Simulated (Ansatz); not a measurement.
### Question
Each is relaxed and computed with plane-wave PAW r²SCAN (Ansatz code). Which is the only metal?
A. Cs2P2Pd, Cmcm (Cs on 4c, Cs on 4c, P on 8g, Pd on 4a)
B. FeP, Pnma (Fe on 4c, P on 4c)
C. Rb2NaFeF6, Fm-3m (Rb on 8c, Na on 4b, Fe on 4a, F on 24e)
D. RbFeF4, P4/mmm (Rb on 1a, Fe on 1d, F on 2h, F on 2e)

### Answer
B, FeP, Pnma (Fe on 4c, P on 4c). FeP: metal; RbFeF4: gap 1.17 eV (indirect); Rb2NaFeF6: gap 2.81 eV (direct); Cs2P2Pd: gap 1.16 eV (indirect). Spin orders computed, not proven ground states: FeP, Pnma (Fe on 4c, P on 4c) antiferromagnetic; RbFeF4, P4/mmm (Rb on 1a, Fe on 1d, F on 2h, F on 2e) ferromagnetic; Rb2NaFeF6, Fm-3m (Rb on 8c, Na on 4b, Fe on 4a, F on 24e) ferromagnetic. Standing as an ambient phase not checked: FeP, Pnma (Fe on 4c, P on 4c); RbFeF4, P4/mmm (Rb on 1a, Fe on 1d, F on 2h, F on 2e); Rb2NaFeF6, Fm-3m (Rb on 8c, Na on 4b, Fe on 4a, F on 24e); Cs2P2Pd, Cmcm (Cs on 4c, Cs on 4c, P on 8g, Pd on 4a). All cells were relaxed under the symmetry of their starts (and spin orders); stability against distortions was not tested throughout. Cells of antiferromagnets are given as chemical subcells. Rows with no word on spin ran without spin polarisation. No Hubbard U is applied. Spin–orbit coupling is left out wherever it is not named.

Potentials: the later of the program's two PAW sets.
